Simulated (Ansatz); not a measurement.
Course of a relaxation: In3Se

The guess for In3Se was made by a generator: random cell by space group and Wyckoff sites (P-3m1, No. 164). Lengths were set from tabulated atomic sizes, so they are only a guess.

```xyz
4
Lattice="4.3322 0.0000 0.0000 -2.1661 3.7518 0.0000 0.0000 0.0000 7.1713" Properties=species:S:1:pos:R:3 pbc="T T T"
In    0.0000    0.0000    3.5856
In    0.0000    2.5012    2.7002
In    2.1661    1.2506    4.4711
Se    0.0000    0.0000    0.0000
```

The calculation used DFT PBE, scalar-relativistic, plane waves, PAW in Ansatz 0.2.0. Cutoff 420 eV, Gaussian smearing, Γ-centred meshes. Cell and atoms relax first on a coarse mesh and then on a finer one. In between, the cell is made exact in the group found at 0.06 Å. In metals the finer mesh still leaves noise of several meV/atom or more. The steps can't lower the symmetry of their start. No spin polarisation.

Steps on the 6×6×4 mesh (4 atoms, 15 steps). The free energy counts from the last step; some steps are skipped; the plane-wave basis is renewed at times, which shifts energy and pressure.

| step | ΔF (meV/atom) | V (Å³/atom) | P (GPa) | largest force component (eV/Å) |
| --- | --- | --- | --- | --- |
| 1 | 961.4 | 29.14 | 10.80 | 3.340 |
| 3 | 332.3 | 30.51 | 0.77 | 1.635 |
| 4 | 185.9 | 29.93 | 0.19 | 1.166 |
| 6 | 52.3 | 29.43 | 0.15 | 0.335 |
| 7 | 29.5 | 29.25 | 0.70 | 0.064 |
| 9 | 10.1 | 29.87 | -0.39 | 0.095 |
| 10 | 4.2 | 29.17 | -0.50 | 0.055 |
| 12 | 2.0 | 28.49 | 0.06 | 0.032 |
| 13 | 0.6 | 28.49 | 0.17 | 0.031 |
| 15 | 0.0 | 28.56 | 0.11 | 0.016 |

The relaxed structure, after a last relaxation on the converged mesh:

```xyz
4
Lattice="4.0159 0.0000 0.0000 -2.0080 3.4779 0.0000 0.0000 0.0000 8.2266" Properties=species:S:1:pos:R:3 pbc="T T T"
In    0.0000    0.0000    4.1133
In    0.0000    2.3186    1.8289
In    2.0080    1.1593    6.3978
Se    0.0000    0.0000    0.0000
```

The symmetry stays P-3m1 (No. 164). The volume per atom shrinks by 1.4 %, from 29.1 to 28.7 Å³. The shortest distance goes from 2.65 Å (In–In) to 2.95 Å (In–Se). The ratio c/a of the conventional cell changes by a factor of 1.24. The energy falls by about 0.97 eV/atom (the start's value is from the coarse mesh). The end is written in a standard setting, so origin, axes and order of atoms can differ from the start's. Around In on a site of symmetry -3m lie 6 In at 3.25 Å, 6 In at 4.02 Å and 2 Se at 4.11 Å; In on a site of symmetry 3m is surrounded by 3 Se at 2.95 Å and 3 In at 3.25 Å; Se has 6 In at 2.95 Å, 6 Se at 4.02 Å and 2 In at 4.11 Å.

For In3Se, the volume per atom is 28.73 Å³ and the density is 6.12 g/cm³. The formation energy is −0.17 eV/atom and the gap on the 12×12×6 mesh of the 4-atom cell is 0 eV (a metal).

The zero of energy is the elements' standard structures at the same level; no fitted shifts are applied.

The last run used Gaussian smearing of 0.10 eV. An odd number of electrons in the primitive cell allows no gap without spin; a larger cell or a magnetic state could open one. The reference form of Se is held partly by dispersion forces, which this level lacks. A structure relaxed within its symmetry needn't be a true minimum. In all, the 3 runs took 4.3 min on 1 thread of AMD EPYC 7R43 64-Core Processor (Zen 3), on a shared host.
